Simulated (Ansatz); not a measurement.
Point defect: Ga on a Si site in Si

Computed with DFT PBE, scalar-relativistic, plane waves, PAW (Ansatz). Settings: 420 eV cutoff, 2×2×2 k-mesh, Gaussian smearing of 0.01 eV, collinear spin in charge 0 alone.

Host crystal, relaxed:

```
Si
1.0
     0.00000    2.73505    2.73505
     2.73505    0.00000    2.73505
     2.73505    2.73505    0.00000
Si
2
Direct
  0.75000 0.75000 0.75000
  0.50000 0.50000 0.50000
```

Supercell of 54 atoms, rows in host cell vectors: 3 0 -3; 0 0 -3; 0 3 -3. Atoms relax at the host's cell from a start displaced at random by 0.06 Å near the defect, so other minima may exist. The cell is small, so energies carry finite-size errors of tenths of an eV. The host's Kohn–Sham gap is 0.61 eV.

Defect: Ga on a Si site, charge -1.

Command:

```bash
ansatz run input.yaml --threads 8 --pin off --max-ram 20480MiB --backend cpu --events-out ev --progress --plain --runs-dir out
```

The input:

```yaml
crystal:
  lattice:
    - [-8.2051406459, 0.0, 8.2051406459]
    - [-8.2051406459, -8.2051406459, 0.0]
    - [0.0, -8.2051406459, 8.2051406459]
  atoms:
    - { symbol: Ga, position: [0.2489653142, 0.9158189696, 0.2547163193] }
    - { symbol: Si, position: [0.2493069795, 0.5837364598, 0.2499290284] }
    - { symbol: Si, position: [0.2489660526, 0.250649483, 0.2495789991] }
    - { symbol: Si, position: [0.2489912784, 0.9159863511, 0.584187453] }
    - { symbol: Si, position: [0.2490500169, 0.5837363332, 0.5845923966] }
    - { symbol: Si, position: [0.2494490941, 0.2499048866, 0.5836215956] }
    - { symbol: Si, position: [0.2493139357, 0.9162717896, 0.9174685033] }
    - { symbol: Si, position: [0.2496606944, 0.5834256941, 0.9170425464] }
    - { symbol: Si, position: [0.2490264809, 0.250967313, 0.9174472562] }
    - { symbol: Si, position: [0.5835591786, 0.9159945231, 0.2496130646] }
    - { symbol: Si, position: [0.5839780587, 0.5837533763, 0.2496572775] }
    - { symbol: Si, position: [0.5830045941, 0.2499123631, 0.250064427] }
    - { symbol: Si, position: [0.5829792968, 0.9164008666, 0.583601502] }
    - { symbol: Si, position: [0.582870273, 0.5833164227, 0.583486269] }
    - { symbol: Si, position: [0.5830586379, 0.2499751692, 0.5836695512] }
    - { symbol: Si, position: [0.5839794179, 0.9159984217, 0.9174446103] }
    - { symbol: Si, position: [0.5829665328, 0.5833957109, 0.9170879756] }
    - { symbol: Si, position: [0.5828616932, 0.2498332779, 0.916993605] }
    - { symbol: Si, position: [0.9168278356, 0.9162813118, 0.2499421029] }
    - { symbol: Si, position: [0.9164203906, 0.5834225854, 0.2502832306] }
    - { symbol: Si, position: [0.9168313887, 0.2509723253, 0.2496384852] }
    - { symbol: Si, position: [0.9167925213, 0.9160040382, 0.5846208396] }
    - { symbol: Si, position: [0.9164668795, 0.5834022171, 0.5835837352] }
    - { symbol: Si, position: [0.9163697378, 0.2498357473, 0.5834783333] }
    - { symbol: Si, position: [0.9164266775, 0.9166569024, 0.9170464577] }
    - { symbol: Si, position: [0.9164966713, 0.5834898832, 0.9171199734] }
    - { symbol: Si, position: [0.9164570193, 0.2499245886, 0.9170823359] }
    - { symbol: Si, position: [0.1661103022, 0.1720482865, 0.161354738] }
    - { symbol: Si, position: [0.1642917978, 0.8320164353, 0.1674473381] }
    - { symbol: Si, position: [0.1665946198, 0.4996485958, 0.1672138893] }
    - { symbol: Si, position: [0.166444705, 0.1662349095, 0.4998557793] }
    - { symbol: Si, position: [0.1640112878, 0.8329699855, 0.5023123303] }
    - { symbol: Si, position: [0.1665264504, 0.5001653269, 0.5002139109] }
    - { symbol: Si, position: [0.1665241741, 0.166533957, 0.8339044907] }
    - { symbol: Si, position: [0.1665907873, 0.8335604681, 0.8333041009] }
    - { symbol: Si, position: [0.1666746847, 0.4996742852, 0.8333342544] }
    - { symbol: Si, position: [0.4992389927, 0.1662377582, 0.1670726183] }
    - { symbol: Si, position: [0.4991118204, 0.8289499564, 0.1700093471] }
    - { symbol: Si, position: [0.49959338, 0.5001671187, 0.167152127] }
    - { symbol: Si, position: [0.4996297815, 0.1665740578, 0.5002469425] }
    - { symbol: Si, position: [0.4992581107, 0.8333971794, 0.4998767425] }
    - { symbol: Si, position: [0.4993457586, 0.500264619, 0.499959754] }
    - { symbol: Si, position: [0.4993264969, 0.1662942661, 0.8339621338] }
    - { symbol: Si, position: [0.4995954033, 0.8334639234, 0.8338740174] }
    - { symbol: Si, position: [0.4997835042, 0.4999495508, 0.8335960834] }
    - { symbol: Si, position: [0.8332798693, 0.1665358178, 0.1671512338] }
    - { symbol: Si, position: [0.8326927755, 0.8335540562, 0.1672043519] }
    - { symbol: Si, position: [0.8327151732, 0.4996621028, 0.1672998795] }
    - { symbol: Si, position: [0.8333463716, 0.1662935131, 0.4999413837] }
    - { symbol: Si, position: [0.8332514568, 0.8334665517, 0.500215759] }
    - { symbol: Si, position: [0.832974621, 0.4999508238, 0.5004092638] }
    - { symbol: Si, position: [0.8329723673, 0.1667760329, 0.8335946942] }
    - { symbol: Si, position: [0.8327030383, 0.8336451584, 0.8333312702] }
    - { symbol: Si, position: [0.8330876173, 0.5000501848, 0.8337076413] }
  host:
    lattice:
      - [0.0, 2.735046882, 2.735046882]
      - [2.735046882, 0.0, 2.735046882]
      - [2.735046882, 2.735046882, 0.0]
    atoms:
      - { symbol: Si, position: [0.75, 0.75, 0.75] }
      - { symbol: Si, position: [0.5, 0.5, 0.5] }
total_charge: -1
basis:
  ecutwfc: 420
  xc_grid: 2
kpoints:
  mp_grid: { grid: [2, 2, 2], shift: [0.0, 0.0, 0.0] }
hamiltonian:
  xc: pbe
scf:
  occupations: { method: gaussian, width: 0.01 }
output:
  forces: true
  stress: false
  eigenvalues: true
  charged_corrections:
    defect_position: [0.25, 0.91666667, 0.25]
    epsilon: [[12.9823, 0.0, 0.0], [0.0, 12.9823, 0.0], [0.0, 0.0, 12.9823]]
  write_density: true
  write_potential: true
  elf: true
  volumetric_format: npy
relax:
  adjacent_minimum: "off"
  f_tol: 0.025
  max_steps: 45
```

From the output:

```
Warning: RAYON_NUM_THREADS=8 ignored (pool sized by the plan → 8); use --threads N
Crystal: 54 atoms, lattice volume = 1104.811 Å³
Basis set: ecut = 420 eV, 21595 PW (Γ), exchange–correlation on 160×160×160 points (8 copies of the dense FFT grid, shifted against one another)
Bands: 167, of which v1, the nominal top of the filled ones, is band 113 counted from 1 (112 counted from 0)
Symmetry: 1 space group operations
Space group: P1 (ITA 1), of the structure as read, at distance tolerance 1.0e-4 Å
k-points: 8
relax step   1: F+E_penalty+E_count = -37473.49358729 eV  Δ(F+E_penalty+E_count) = +0.000e0 eV  max|allowed force component| = 5.939e-1 eV/Å  Δτ_max = 0.0000 Å
relax step   2: F+E_penalty+E_count = -37473.55194482 eV  Δ(F+E_penalty+E_count) = -5.836e-2 eV  max|allowed force component| = 1.449e-1 eV/Å  Δτ_max = 0.0469 Å
relax step   3: F+E_penalty+E_count = -37473.55616511 eV  Δ(F+E_penalty+E_count) = -4.220e-3 eV  max|allowed force component| = 3.727e-3 eV/Å  Δτ_max = 0.0133 Å
relax step   4: F+E_penalty+E_count = -37473.55616639 eV  Δ(F+E_penalty+E_count) = -1.282e-6 eV  max|allowed force component| = 3.710e-3 eV/Å  Δτ_max = 0.0000 Å
SCF converged after 4 iterations
Free energy (F): -37473.556166 eV
E sigma→0 (E₀):  -37473.556166 eV
Fermi energy:    6.481678 eV
```

The relaxation gained 0.06 eV in 4 steps. The run took 2.3 min on 8 threads of AMD EPYC (Zen 3), with other jobs on the host, peak memory 7.5 GiB.